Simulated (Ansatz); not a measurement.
Here is the system:

MgTiNO:
```
CELL_PARAMETERS angstrom
      2.97697     0.00000     0.00000
      0.00000     2.97697     0.00000
      0.00000     0.00000    17.05889
ATOMIC_POSITIONS crystal
  Ti 0.50000 0.00000 0.81740
  N  0.00000 0.50000 0.81139
  Ti 0.00000 0.50000 0.93778
  N  0.50000 0.00000 0.93776
  Ti 0.50000 0.00000 0.06222
  N  0.00000 0.50000 0.06224
  Ti 0.00000 0.50000 0.18260
  N  0.50000 0.00000 0.18861
  Mg 0.50000 0.00000 0.31483
  O  0.00000 0.50000 0.31509
  Mg 0.00000 0.50000 0.43836
  O  0.50000 0.00000 0.43835
  Mg 0.50000 0.00000 0.56164
  O  0.00000 0.50000 0.56165
  Mg 0.00000 0.50000 0.68517
  O  0.50000 0.00000 0.68491
```

This is the r²SCAN-relaxed structure.

**Question.** All from r²SCAN in the plane-wave PAW code Ansatz, unless another level is named. Give the electronic character.

**Answer.** metallic (no gap).

**Question.** What about the density of states at the Fermi level?

**Answer.** 0.24 states/eV per atom (mean over ±0.08 eV).

**Question.** Predict the formation energy from the elements (no fitted shifts).

**Answer.** -2.40 eV/atom.

Space group P4/nmm. The start of the workflow was typed in or built on a structure type; neither database checked (COD, Materials Project) lists it. Its standing as an ambient phase is unchecked. The cell was relaxed with r²SCAN under the symmetry of its start; whether a distortion lowers the energy is not shown. The workflow began spin-polarised and lost its moments. The compound may be a true metal, but semilocal functionals without U, or a wrong spin order, can also close a gap. The references are the lowest solids computed at this level, not always the standard phases (solids in place of the gases).

Potentials: the earlier of the program's two PAW sets.
